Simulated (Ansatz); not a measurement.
Se:
```cif
data_Se
_chemical_formula_sum 'Se1'
_space_group_name_H-M_alt 'Pm-3m'
_space_group_IT_number 221
_space_group_name_Hall '-P 4 2 3'
_cell_length_a 2.76737
_cell_length_b 2.76737
_cell_length_c 2.76737
_cell_angle_alpha 90.000
_cell_angle_beta 90.000
_cell_angle_gamma 90.000
loop_
_atom_site_label
_atom_site_type_symbol
_atom_site_symmetry_multiplicity
_atom_site_Wyckoff_symbol
_atom_site_fract_x
_atom_site_fract_y
_atom_site_fract_z
_atom_site_occupancy
Se1 Se 1 a 0.00000 0.00000 0.00000 1
```

Relaxed with LDA.

**Question.** Which orbitals make up the states near the Fermi level in plane-wave PAW LDA (Ansatz code)?

**Answer.** Within 0.5 eV of the Fermi level: Se 4p 93 %. Projections are on Löwdin-orthogonalised atomic valence shells; empty p or d shells of many metals are not among them.

**Question.** Tabulate the density of states.

**Answer.** States/eV per cell of 1 atom, in 0.25 eV bins, energy from the Fermi level.

| E (eV) | total | Se 4p | Se 4s |
|---|---|---|---|
| -7.85 | 0.00 | 0.00 | 0.00 |
| -7.60 | 0.00 | 0.00 | 0.00 |
| -7.35 | 0.09 | 0.09 | 0.00 |
| -7.10 | 0.18 | 0.18 | 0.00 |
| -6.85 | 0.25 | 0.25 | 0.00 |
| -6.60 | 0.31 | 0.30 | 0.01 |
| -6.35 | 0.37 | 0.36 | 0.01 |
| -6.10 | 0.43 | 0.41 | 0.01 |
| -5.85 | 0.49 | 0.48 | 0.01 |
| -5.60 | 0.58 | 0.57 | 0.02 |
| -5.35 | 0.75 | 0.73 | 0.02 |
| -5.10 | 0.76 | 0.73 | 0.02 |
| -4.85 | 0.77 | 0.74 | 0.03 |
| -4.60 | 0.74 | 0.71 | 0.03 |
| -4.35 | 0.75 | 0.72 | 0.03 |
| -4.10 | 0.73 | 0.69 | 0.03 |
| -3.85 | 0.72 | 0.69 | 0.03 |
| -3.60 | 0.72 | 0.68 | 0.03 |
| -3.35 | 0.64 | 0.60 | 0.03 |
| -3.10 | 0.60 | 0.56 | 0.03 |
| -2.85 | 0.56 | 0.52 | 0.03 |
| -2.60 | 0.55 | 0.51 | 0.03 |
| -2.35 | 0.53 | 0.49 | 0.03 |
| -2.10 | 0.52 | 0.47 | 0.03 |
| -1.85 | 0.52 | 0.48 | 0.03 |
| -1.60 | 0.50 | 0.46 | 0.03 |
| -1.35 | 0.50 | 0.46 | 0.03 |
| -1.10 | 0.49 | 0.45 | 0.03 |
| -0.85 | 0.49 | 0.45 | 0.03 |
| -0.60 | 0.49 | 0.45 | 0.03 |
| -0.35 | 0.49 | 0.45 | 0.03 |
| -0.10 | 0.49 | 0.45 | 0.02 |
| 0.15 | 0.48 | 0.45 | 0.02 |
| 0.40 | 0.50 | 0.47 | 0.02 |
| 0.65 | 0.50 | 0.47 | 0.02 |
| 0.90 | 0.52 | 0.49 | 0.02 |
| 1.15 | 0.54 | 0.51 | 0.02 |
| 1.40 | 0.60 | 0.57 | 0.01 |
| 1.65 | 0.63 | 0.61 | 0.01 |
| 1.90 | 0.62 | 0.60 | 0.01 |
| 2.15 | 0.60 | 0.58 | 0.01 |
| 2.40 | 0.58 | 0.57 | 0.01 |
| 2.65 | 0.63 | 0.57 | 0.01 |
| 2.90 | 0.62 | 0.54 | 0.00 |
| 3.15 | 0.53 | 0.41 | 0.00 |
| 3.40 | 0.44 | 0.30 | 0.00 |
| 3.65 | 0.38 | 0.23 | 0.00 |
| 3.90 | 0.31 | 0.14 | 0.00 |
| 4.15 | 0.31 | 0.12 | 0.00 |
| 4.40 | 0.26 | 0.05 | 0.00 |
| 4.65 | 0.24 | 0.00 | 0.00 |

The workflow started from a Materials Project entry (that database holds measured and hypothetical structures alike); the Crystallography Open Database copy checked does not list it. It is not the phase usual at ambient conditions (space group No. 152). Symmetry was held in the LDA relaxation; its stability against distortions is not shown here. Scalar-relativistic: spin–orbit coupling is off unless named, which matters more the heavier the elements.

Potentials: the earlier of the program's two PAW sets. The files were generated under PBE; for other functionals the program regenerates the frozen cores, and for LDA and PBEsol the local potential too.
